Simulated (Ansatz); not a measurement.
SiNi$_{2}$:
```
SiNi2
1.0
    5.02954     0.00000     0.00000
    0.00000     3.72854     0.00000
    0.00000     0.00000     7.06998
Si Ni
4 8
Direct
  0.28659   0.25000   0.61467
  0.71341   0.75000   0.38533
  0.21341   0.75000   0.11467
  0.78659   0.25000   0.88533
  0.45946   0.25000   0.29640
  0.54054   0.75000   0.70360
  0.04054   0.75000   0.79640
  0.95946   0.25000   0.20360
  0.33094   0.25000   0.93968
  0.66906   0.75000   0.06032
  0.16906   0.75000   0.43968
  0.83094   0.25000   0.56032
```

Relaxed with PBE. Special points in fractions of this cell's reciprocal vectors: Γ (0.000, 0.000, 0.000); X (0.500, 0.000, 0.000); S (0.500, 0.500, 0.000); Y (0.000, 0.500, 0.000); Z (0.000, 0.000, 0.500); U (0.500, 0.000, 0.500); R (0.500, 0.500, 0.500); T (0.000, 0.500, 0.500).

Question: List the band energies nearest the Fermi level at these points for the program Ansatz at the PBE level (PAW).

Answer: In eV from the Fermi level; about four levels below and three above (degenerate sets whole), none deeper than 8.9 eV; points with the same levels are listed once.

```
k                    below                above
-  -----------------------  -------------------
Γ  -0.94 -0.92 -0.60 -0.22       0.65 0.85 1.88
X  -1.05 -1.05 -0.92 -0.92  1.21 1.21 1.88 1.88
S  -0.77 -0.77 -0.77 -0.77  0.02 0.02 0.02 0.02
Y  -0.94 -0.94 -0.91 -0.91  0.70 0.70 1.32 1.32
Z  -1.05 -1.05 -0.39 -0.39  0.24 0.24 1.36 1.36
U  -0.93 -0.93 -0.58 -0.58  0.30 0.30 1.86 1.86
R  -0.71 -0.71 -0.71 -0.71  0.49 0.49 0.49 0.49
T  -0.40 -0.40 -0.34 -0.34  1.11 1.11 1.92 1.92
```

Space group Pnma. Symmetry was held in the PBE relaxation. The run is not spin-polarised.

Potentials: the earlier of the program's two PAW sets.
